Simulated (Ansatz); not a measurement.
The cell of CaYC2N2 is invented: packed cyanide-bridged chains (P-1, No. 2). The dimensions are guesses.

```
Ca Y C N
1.0
     3.55234    0.00000    0.00000
     1.49506    3.89623    0.00000
     0.70562    1.03137    8.54781
Ca Y C N
1 1 2 2
Direct
  0.50000 0.00000 0.50000
  0.00000 0.00000 0.00000
  0.19194 0.61611 0.19194
  0.80806 0.38389 0.80806
  0.29858 0.40284 0.29858
  0.70142 0.59716 0.70142
```

The calculation used DFT PBE, scalar-relativistic, plane waves, PAW in Ansatz 0.2.0. Cutoff 420 eV, Gaussian smearing, Γ-centred meshes. Cell and atoms relax first on a coarse mesh and then on a finer one. In between, the cell is made exact in the group found at 0.06 Å. In metals the finer mesh still leaves noise of several meV/atom or more. The steps can't lower the symmetry of their start. No spin polarisation in the relaxation; trial moments died out in a coarse test.

A guess keeps its type if space group and coordination stay and the shape of the cell changes little (axis ratios within about 15 %, angles within 6°); the volume may change.

Task: Will the relaxed cell still be of the starting type?

Result: It doesn't keep its type. The symmetry goes from P-1 (No. 2) to C2/m (No. 12). The volume per atom shrinks by 30.7 %, from 19.7 to 13.7 Å³. The shortest distance goes from 1.17 Å (C–N) to 1.26 Å (C–N). Counting neighbours within 15 % of an atom's shortest distance, the start has C 1, Ca 2, N 1, Y 2 and the end C 1, Ca 6, N 1, Y 10. In detail, at the end Ca is surrounded by 2 N at 2.40 Å, 4 C at 2.66 Å, 4 N at 2.84 Å, 2 C at 3.65 Å, 2 Ca at 3.68 Å and 6 Y at 3.71–3.82 Å; Y has 2 C at 2.40 Å, 4 N at 2.53 Å, 4 C at 2.71 Å, 2 N at 3.66 Å, 2 Y at 3.68 Å and 6 Ca at 3.71–3.82 Å; around C lie 1 N at 1.26 Å, 1 Y at 2.40 Å, 2 Ca at 2.66 Å and 2 Y at 2.71 Å; N is surrounded by 1 C at 1.26 Å, 1 Ca at 2.40 Å, 2 Y at 2.53 Å and 2 Ca at 2.84 Å.

```
Ca Y C N
1.0
     3.73511   -1.84209    0.00000
     3.73511    1.84209    0.00000
    -3.05020    0.00000    5.96020
Ca Y C N
1 1 2 2
Cartesian
  2.2100 0.0000 2.9801
  0.0000 0.0000 0.0000
  -0.9437 0.0000 4.8159
  5.3638 0.0000 1.1443
  0.2022 0.0000 4.2897
  4.2178 0.0000 1.6705
```

Energies over the elements count from the elements' standard structures at the same level (N₂ as a molecule), with no fitted energy shifts.

Task: At what energy does it end?

Result: −0.50 eV/atom. A negative formation energy is needed for stability but isn't enough: competing phases decide.

The last run used a 12×12×6 mesh (in the run's order of axes) for its 6-atom cell and Gaussian smearing of 0.10 eV. The reference form of C is held partly by dispersion forces, which this level lacks. A structure relaxed within its symmetry needn't be a true minimum.
